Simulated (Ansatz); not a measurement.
One crystal and one scan (generalised stacking-fault energy along a line) at two levels, PBE (plane waves to 420 eV, PAW, scalar-relativistic; Ansatz, a program for electronic structure) and r2SCAN (plane waves to 500 eV, PAW, scalar-relativistic; Ansatz), each from its own relaxed cell and on its own mesh. The cell shown is that of PBE.

ZnS (zinc blende) is sheared across one {111} plane, glide cut: the third cell vector gains the shift, so faults repeat every 9.4 Å. The cut lies between planes 0.79 Å apart; the cell height is held.

```xyz
6
Lattice="3.8491 0.0000 0.0000 1.9245 3.3334 0.0000 0.0000 0.0000 9.4283" Properties=species:S:1:pos:R:3 pbc="T T T"
S      3.8491     2.2223     0.3928
S      1.9245     1.1111     3.5356
S      3.8491     0.0000     6.6784
Zn     0.0000     0.0000     9.0355
Zn     3.8491     2.2223     2.7499
Zn     1.9245     1.1111     5.8927
```

In-plane vectors a = (3.849, 0.000) Å, b = (1.925, 3.333) Å, area 12.83 Å². The shift is s times the vector a + b (length 6.667 Å), so s = 1 restores the start. Atoms relax along the normal only. γ = [E(shift) − E(0)] / area.

Energies are extrapolated to zero smearing. ZnS was relaxed with its symmetry unable to fall. Faults lie only 9.3 Å apart, and holding the cell height raises γ above its relaxed value. Faults lie only 9.4 Å apart, and holding the cell height raises γ above its relaxed value. Some relaxations began with atoms very close together and may have settled on another branch. Both scans cover s from 0.000 to 0.917.

γ (J/m²), each from zero shift of its own level:

```
s       PBE    r2SCAN
-----  ----  --------
0.000  0.00      0.00
0.083  1.21      1.35
0.167  2.97      3.33
0.250  3.90      4.37
0.333  4.20      4.69
0.417  3.90      4.37
0.500  2.97      3.33
0.583  1.22      1.36
0.667  0.01      0.01
0.750  0.47      0.53
0.833  0.73  withheld
0.917  0.46      0.52
```

Estimate the r2SCAN value at 0.833 from the PBE value there and the ratio of the two levels in the two nearest given rows on that side of the minimum.

At 0.750 and 0.917 the ratio r2SCAN/PBE averages 1.129, which gives 1.129 × 0.73 = 0.82 J/m². The calculation gives 0.81 J/m², +11.0 % against PBE.

(The slope of γ gives the shear force per area between the displaced halves; near zero shift its curvature is an elastic stiffness.)
